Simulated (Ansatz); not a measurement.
Theory: DFT PBE, scalar-relativistic, plane waves, PAW (Ansatz 0.2.0). The final run on the 10-atom cell used 420 eV, a Γ-centred 12×12×12 mesh, 0.10 eV smearing and no spin polarisation.

Formation energies are uncorrected and refer to the elements' standard structures at the same level (H₂ as a molecule).

Question: Propose a candidate for a trigonal metal with formula Zr2H3, with a formation energy near −0.45 eV/atom and a density near 5.65 g/cm³, in a cell of 10 atoms.

Answer: Zr2H3, space group R3m (No. 160). Zr on its first site is surrounded by 4 H at 2.11–2.16 Å and 9 Zr at 3.19–3.32 Å; around Zr on its second site lie 7 H at 2.06–2.08 Å; Zr on its third site has 8 H at 2.02–2.12 Å; around H on its first site lie 4 Zr at 2.09–2.16 Å and 6 H at 2.31–2.42 Å; 6 more sites not described.

```
Zr H
1.0
     1.66003    0.95842   11.42319
    -1.66003    0.95842   11.42319
     0.00000   -1.91684   11.42319
Zr H
4 6
Cartesian
  0.0000 0.0000 21.5967
  0.0000 0.0000 15.6719
  0.0000 0.0000 30.0298
  0.0000 0.0000 1.3020
  0.0000 0.0000 19.4407
  0.0000 0.0000 3.5055
  0.0000 0.0000 6.5366
  0.0000 0.0000 27.9119
  0.0000 0.0000 32.1451
  0.0000 0.0000 13.5925
```

| Item | Value |
| --- | --- |
| Volume per atom | 10.90 Å³ |
| Density | 5.65 g/cm³ |
| Energy over the elements | −0.45 eV/atom |
| Gap on the 12×12×12 mesh of the 10-atom cell | 0 eV (a metal) |

It was reached by relaxing an invented guess, and it needn't be the stable form of this composition. The answer needn't be unique; the calculation gave this one.

With hydrogen, zero-point motion can shift formation energies by some tens of meV/atom. A later test with randomly moved atoms came back to the same energy, though modes that don't fit the test's cell weren't probed.
